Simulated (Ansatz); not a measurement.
SrO:
```xyz
2
Lattice="0.0000 2.5768 2.5768 2.5768 0.0000 2.5768 2.5768 2.5768 0.0000" Properties=species:S:1:pos:R:3 pbc="T T T"
Sr     2.5768     2.5768     2.5768
O      0.0000     0.0000     0.0000
```

Relaxed with HSE06.

Task: Give the Bader charges and basin volumes of the independent atoms, HSE06 in the plane-wave PAW code Ansatz.

Result: 

```
atom  Bader charge (e)  Bader volume (Å³)
----  ----------------  -----------------
Sr1              +1.54               16.9
O2               -1.54               17.3
```

Space group Fm-3m (rock salt). Symmetry was held in the HSE06 relaxation.

Potentials: the earlier of the program's two PAW sets.
